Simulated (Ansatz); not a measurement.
Input:

Si:
```
Si
1.0
    0.00000     5.88523     5.88523
    5.88523     0.00000     5.88523
    5.88523     5.88523     0.00000
Si
8
Direct
  0.57014   0.28957   0.57014
  0.96043   0.67986   0.67986
  0.57014   0.57014   0.28957
  0.67986   0.96043   0.67986
  0.57014   0.57014   0.57014
  0.67986   0.67986   0.67986
  0.28957   0.57014   0.57014
  0.67986   0.67986   0.96043
```

This is the r²SCAN-relaxed structure.

Problem. All from r²SCAN in the plane-wave PAW code Ansatz, unless another level is named. Estimate the HSE06 gap on the r²SCAN cell.

Solution. 0.43 eV.

Problem. What about the electron effective mass, band 3 of 3 at the edge?

Solution. 0.030 along [100], 0.039 along [110], 0.056 along [111] (mₑ).

Problem. Predict the electron effective mass, band 1 of 3 at the edge.

Solution. 0.55 along [100], 0.55 along [110], 0.52 along [111] (mₑ).

Problem. And the hole effective mass, band 1 of 2 at the edge?

Solution. 0.13 along [100], 0.070 along [110], 0.048 along [111] (mₑ).

Problem. What about the valence-band maximum?

Solution. at Γ.

Space group Fd-3m. The start of the workflow was typed in or built on a structure type. Its sites differ from those of the usual phase in this space group: another stacking or structure type. Symmetry was held in the r²SCAN relaxation. At this level the phase is mechanically unstable. The volume moved by 40 % from the start of the relaxation.

Potentials: the later of the program's two PAW sets.
